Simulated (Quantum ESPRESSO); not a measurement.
# Computed records: In₂GaRe₂Au₃ (simulated cell)

Calculation on a made-up metal alloy cell, not a measurement: no spin or spin-orbit, unrelaxed, 2900 K smearing, stress positive in tension, cell energy less fitted offsets; periodic Kohn-Sham density functional theory in plane waves with PseudoDojo standard norm-conserving scalar-relativistic pseudopotentials, each functional with its own files (v0.5 for PBE, v0.4.1 for LDA and PBEsol), eight atoms on drawn sites of a strained close-packed or body-centred lattice, each displaced and held fixed; the energy is the cell's free energy, ions and the entropy term -TS included, at the stated Fermi-Dirac width, less a fixed offset for each atom's element (shifted free energy); compositions with an open d shell lost a parallel starting moment in a cheaper test run, and other magnetic orders were not tried; an error bar is the largest change of its kind in a tighter rerun, never given below 0.002 eV, 0.02 GPa or 0.003 eV/angstrom, and covers cutoff and k-mesh only, not smearing or the files. Program: Quantum ESPRESSO 7.5.

```xyz
8
Lattice="-0.0086 2.1207 2.0880 -4.1627 0.0063 0.0110 -0.0094 -8.5385 8.4077" Properties=species:S:1:pos:R:3 formula=In2GaRe2Au3 lattice_type=face-centred_cubic functional=pbe cutoff=1143 fermi_dirac_smearing=0.25 electrons_removed=0 run_command=mpirun_-np_4_pw.x_-nk_4_-in_in run_processor=Intel_Xeon,2023_or_later,virtual_cores k_mesh=8_x_6_x_2_shifted_half_a_step_off_Gamma_on_each_axis entropy_term_negative_ts=-1.211 pressure=-5.95 stress_xx=4.86 stress_yy=7.12 stress_zz=5.87 stress_yz=-0.79 stress_xz=-0.48 stress_xy=0.06828 shifted_free_energy=2.03
Au     0.0518     0.0531     0.0234
Re    -0.0740    -2.0787     2.1204
Re    -0.0745    -4.3091     4.2137
In     0.0412    -6.4711     6.2959
In    -2.0903    -0.0215     2.2393
Au    -2.1283    -2.2015     4.2307
Ga    -2.0999    -4.3300     6.3124
Au    -2.0192    -6.4093     8.4540
```

Units: cutoff, fermi_dirac_smearing, entropy_term_negative_ts, shifted_free_energy in eV; pressure, stress_xx, stress_yy, stress_zz, stress_yz, stress_xz, stress_xy in GPa.

Atoms:
```tsv
atoms element	atom site	atom energy offset (eV)
Au	1	-4032.82
Re	2	-2361.34
Re	3	-2361.34
In	4	-1808.02
In	5	-1808.02
Au	6	-4032.82
Ga	7	-2081.03
Au	8	-4032.82
```

Forces:
```tsv
site	x (eV/Å)	y (eV/Å)	z (eV/Å)
1	0.063	-0.245	0.262
2	0.352	-1.19	1.206
3	0.108	0.338	-0.225
4	-0.053	-0.006	0.124
5	-0.297	-0.146	-0.066
6	-0.173	-0.139	0.225
7	0.107	1.213	-1.272
8	-0.106	0.175	-0.255
```

Notes: heavy elements are run without spin-orbit coupling, which real alloys of them have; a spin test at this wide smearing found no moment, but such smearing suppresses magnetism that the real alloy may have; lattice, volume and sites are drawn at random and may be unstable or far from any real phase; energies are for the whole cell, less offsets fitted to these runs, so they are not formation energies; error bars: energy 0.011 eV, stress 0.085 GPa, force 0.0062 eV/Å, from a tighter rerun of this cell; 17 SCF iterations, 208 s of wall time on a shared machine.
